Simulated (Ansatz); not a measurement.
MoPd:
Space group Cmcm (No. 63); a = 2.6301 Å, b = 10.4585 Å, c = 4.3038 Å, α = 90.00°, β = 90.00°, γ = 90.00°

| atom | site | symmetry | x | y | z |
|---|---|---|---|---|---|
| Mo | 4c | m2m | 0.0000 | 0.3269 | 0.2500 |
| Pd | 4c | m2m | 0.0000 | 0.0694 | 0.2500 |
(The calculation used a cell of 4 atoms; values per cell refer to that cell.)

Relaxed at zero pressure with PBEsol in the plane-wave PAW code Ansatz.

Problem. The volume is lowered by 3 % and shape and atoms relax at that volume. What pressure results, and how do the axes share the change?

Solution. 8.4 GPa; a -0.9 %, b -1.2 %, c -0.9 %; the energy rises by 11 meV/atom.

Problem. Give the new structure.

Solution. 
Space group Cmcm (No. 63); a = 2.605 Å, b = 10.337 Å, c = 4.264 Å, α = 90.00°, β = 90.00°, γ = 90.00°

```json
[
 {"atom": "Mo", "site": "4c", "symmetry": "m2m", "x": "0.0000", "y": "0.3270", "z": "0.2500"},
 {"atom": "Pd", "site": "4c", "symmetry": "m2m", "x": "0.0000", "y": "0.0693", "z": "0.2500"}
]
```

The phase is kept; no other phase was compared at this pressure.

The start of the workflow was typed in or built on a structure type; neither database checked (COD, Materials Project) lists it. Whether it is the stable phase at ambient conditions was not checked. The cell was relaxed with PBEsol under the symmetry of its start; its stability against distortions is not shown here. No spin polarisation was allowed. Axis ratios of metals converge slowly with the k-mesh, so a and c are less sure than the volume.

Potentials: the later of the program's two PAW sets.
